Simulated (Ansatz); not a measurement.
TaAs (NbAs type, space group I4_1md)

```xyz
4
Lattice="-1.7210 1.7210 5.8561 1.7210 -1.7210 5.8561 1.7210 1.7210 -5.8561" Properties=species:S:1:pos:R:3 pbc="T T T"
Ta     0.0000     0.0000    11.7038
Ta     0.0000     1.7210     2.9196
As     0.0000     0.0000     4.8808
As     1.7210     0.0000     1.9527
```

The slice is a (100) plane (indices of the conventional cell) through the point (0.167, 0.667, 0.500) (fractional), spanned by u = [101] and v = [110] in vectors of this cell: u (3.44 Å) and v (11.71 Å, at 90° to u). It covers one period; positions are fractions (u, v).

These are r2SCAN (plane waves to 500 eV, PAW, scalar-relativistic; Ansatz, a quantum-chemistry and plane-wave program) values and carry that method's errors. k mesh 19×19×19. These are valence fields of a PAW run, semicore shells included where kept as valence: close to a nucleus they are smooth pseudo fields. At this level the bands of TaAs touch or barely overlap. Spin-orbit coupling is left out, though Ta is heavy. TaAs is run without spin polarisation. TaAs was relaxed with its symmetry unable to fall.

### Question
Predict the map of the electron localisation function (ELF) on the slice.

### Answer
```
|5577772200227777|
|9988330000003388|
|5544445566554444|
|3355887755778855|
|226688xxxxxx8866|
|1144888855888844|
|8855228899882255|
|xxxx5522552255xx|
|xx99331133113399|
|4422112222221122|
|6677552211225577|
|7755225588552255|
|552255xxxxxx5522|
|44223399xx993322|
|2211112244221111|
|0000225566552200|
|0000226677662200|
|6666665555556666|
|5577997744779977|
|xxxx8866226688xx|
```
Scale: ten equal steps from 0.05 (start of '0') to 0.73 (end of '9'), in the order '0123456789'. Values: electron localisation function (ELF). The map has 8 points along u (two characters each, u = 0 at the left) and 20 along v (v = 0 in the bottom row). Points within 0.5 Å of a nucleus are blanked (x), as the pseudised field means little there.
